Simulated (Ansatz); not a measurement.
KMgH3N2 and a variant

Base: a structure deposited in the COD, its atoms then relaxed with r2SCAN in this cell.

Space group Pnma (No. 62); a = 9.3497, b = 3.6631, c = 9.8901 Å.

| site | Wyckoff | site symmetry | x | y | z |
| --- | --- | --- | --- | --- | --- |
| K | 4c | .m. | 0.2353 | 0.7500 | 0.1706 |
| Mg | 4c | .m. | 0.0385 | 0.2500 | 0.3971 |
| H9 | 4c | .m. | 0.2344 | 0.7500 | 0.4598 |
| H13 | 8d | 1 | 0.4538 | 0.0338 | 0.3613 |
| N21 | 4c | .m. | 0.1252 | 0.7500 | 0.4581 |
| N25 | 4c | .m. | 0.4912 | 0.2500 | 0.3072 |

One atom of each set is listed.

Method: Kohn–Sham DFT in Ansatz, r2SCAN, plane waves and PAW, scalar-relativistic, 500 eV cutoff, Γ-centred 3×8×3 k-points, Fermi–Dirac smearing 0.02 eV.

(1) Variant: all 4 Mg of one site replaced by Sr, ions relaxed, the cell held. What happens to the gradients (10²¹ V/m²)?

Answers

(1) 

| site | atoms alike | V_zz base | η base | V_zz variant | η variant |
| --- | --- | --- | --- | --- | --- |
| K | 4 | -1.93 | 0.97 | 1.85 | 0.69 |
| Mg | 4 | 1.28 | 0.51 | Sr -14.94 | 0.26 |
| H9 | 4 | 3.98 | 0.01 | 3.86 | 0.01 |
| H13 | 8 | 3.91 | 0.12 | 3.86 | 0.12 |
| N21 | 4 | 6.03 | 0.01 | 6.28 | 0.38 |
| N25 | 4 | -7.42 | 0.79 | 6.33 | 0.87 |

The largest change of V_zz along a kept axis among the elements kept is on N21, from 6.03 to 6.28. In per cent, |V_zz| changes by -3 to -1 on H, +4 on N (all sites that start above 0.5, bar those whose gradient vanishes or changes sign or whose main axis turns by over 40°). Where |V_zz| stays above 0.1 and the axes keep their order, η moves most on N21, from 0.01 to 0.38. On N25, K the largest principal value lies along another axis in the second run, so the two V_zz can't be compared directly.

The Sr atoms stand 3.37 Å apart, so this is an ordered compound, not a dilute alloy. The relaxation keeps the symmetry of the start, which can hold atoms on axes and η at zero.

For the variant: The substituted crystal keeps its parent's cell, where the r2SCAN pressure is 8 GPa, so with r2SCAN the cell would grow if it were relaxed. Without spin–orbit coupling (the program notes it for Sr) the gradients are little affected as a rule: paired runs on crystals with a gap mostly move them by under 2 % at such atoms.
